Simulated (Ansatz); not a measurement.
Cu2SO4:
```yaml
crystal:
  lattice:
    - [2.18993, -5.31836, 0.00000]
    - [2.18993, 5.31836, 0.00000]
    - [0.00000, 0.00000, 30.00000]
  atoms:
    - { symbol: Cu, position: [0.00000, 0.50000, 0.52412] }
    - { symbol: S, position: [0.50000, 0.50000, 0.50000] }
    - { symbol: O, position: [0.77193, 0.61349, 0.52942] }
    - { symbol: O, position: [0.22807, 0.38651, 0.52942] }
    - { symbol: O, position: [0.61349, 0.77193, 0.47058] }
    - { symbol: O, position: [0.38651, 0.22807, 0.47058] }
    - { symbol: Cu, position: [0.50000, 0.00000, 0.47588] }
```
The layer is periodic in x and y and isolated along z.

Relaxed with r²SCAN+D4.

Tabulate the total density of states from the program Ansatz at the r²SCAN+D4 level (PAW).

States/eV per cell of 7 atoms, means over 0.25 eV bins, energy of the bin centre from the valence-band maximum.

```csv
E (eV),total
-7.85,0.00
-7.60,0.00
-7.35,0.00
-7.10,0.00
-6.85,0.00
-6.60,2.63
-6.35,4.38
-6.10,2.35
-5.85,6.06
-5.60,8.58
-5.35,0.00
-5.10,7.90
-4.85,6.27
-4.60,1.83
-4.35,0.00
-4.10,0.19
-3.85,6.28
-3.60,5.25
-3.35,10.54
-3.10,1.73
-2.85,0.00
-2.60,2.79
-2.35,3.31
-2.10,9.90
-1.85,4.22
-1.60,13.06
-1.35,16.96
-1.10,17.35
-0.85,4.39
-0.60,1.74
-0.35,3.91
-0.10,2.38
0.15,0.00
0.40,0.00
0.65,0.00
0.90,0.00
1.15,0.00
1.40,0.00
1.65,0.00
1.90,0.00
2.15,0.00
2.40,0.36
2.65,1.09
2.90,1.55
3.15,3.96
3.40,1.66
3.65,1.92
3.90,1.46
4.15,3.99
4.40,0.00
4.65,0.00
4.90,2.25
5.15,3.45
```

Space group C222. The layer was cut from a bulk entry of the Materials Project (measured or hypothetical); whether that bulk phase is the ambient one, and whether the layer has been isolated, was not checked. Symmetry was held in the r²SCAN+D4 relaxation; its stability against distortions is not shown here. The workflow began spin-polarised and lost its moments. No Hubbard U is applied.

Potentials: the later of the program's two PAW sets.
